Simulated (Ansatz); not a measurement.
A generator proposed this cell of Zn4SnN.

```xyz
6
Lattice="0.0000 3.5892 3.5892 3.5892 0.0000 3.5892 3.5892 3.5892 0.0000" Properties=species:S:1:pos:R:3 pbc="T T T"
Zn    6.2880    4.4796    4.4796
Zn    4.4796    6.2880    4.4796
Zn    4.4796    4.4796    6.2880
Zn    6.2880    6.2880    6.2880
Sn    3.5892    3.5892    3.5892
N     1.7946    1.7946    1.7946
```

Theory: DFT PBE, scalar-relativistic, plane waves, PAW in Ansatz. Settings: cutoff 420 eV, Γ-centred mesh 4×4×4 on the computed 6-atom cell, Gaussian smearing of 0.10 eV; no spin polarisation.

The zero of energy is the elements' standard structures at the same level (N₂ as a molecule); no fitted shifts are applied. The references include grey tin.

**Question.** How far from equilibrium is it?

**Answer.** The pressure is 2.9 GPa (it wants to expand), the largest force is 0.13 eV/Å, and the energy is +0.78 eV/atom against the elements. The shortest distance is 2.52 Å.

**Question.** Is it a good guess?

**Answer.** A good one: relaxing gains under 0.1 eV/atom (the start's value is from the coarse mesh, so the gain is rough) in 6 ionic steps and ends at +0.78 eV/atom on the finer mesh. The symmetry stays F-43m (No. 216). The volume per atom grows by 3.9 %, from 15.4 to 16.0 Å³. The shortest distance goes from 2.52 Å (Zn–Zn) to 2.56 Å (Zn–Zn). Conventional cell: a = 7.271 Å. Around Zn lie 6 Zn at 2.56–2.59 Å, 3 N at 3.01 Å and 3 Sn at 3.02 Å; Sn is surrounded by 12 Zn at 3.02 Å and 4 N at 3.15 Å; N is surrounded by 12 Zn at 3.01 Å and 4 Sn at 3.15 Å (long contacts).

The last run used a 10×10×10 mesh for its 6-atom cell and Gaussian smearing of 0.10 eV. The cell is a metal run without spin; a magnetic state may lie lower. The relaxation can't lower the symmetry of the start, and the grade says only how near the guess is to its own end. Symmetry constrained the relaxation, so the result can be a saddle point. Another cell of Zn4SnN relaxed alike, in P4/mmm, lies 0.39 eV/atom lower, so this cell isn't the stable form at this level.
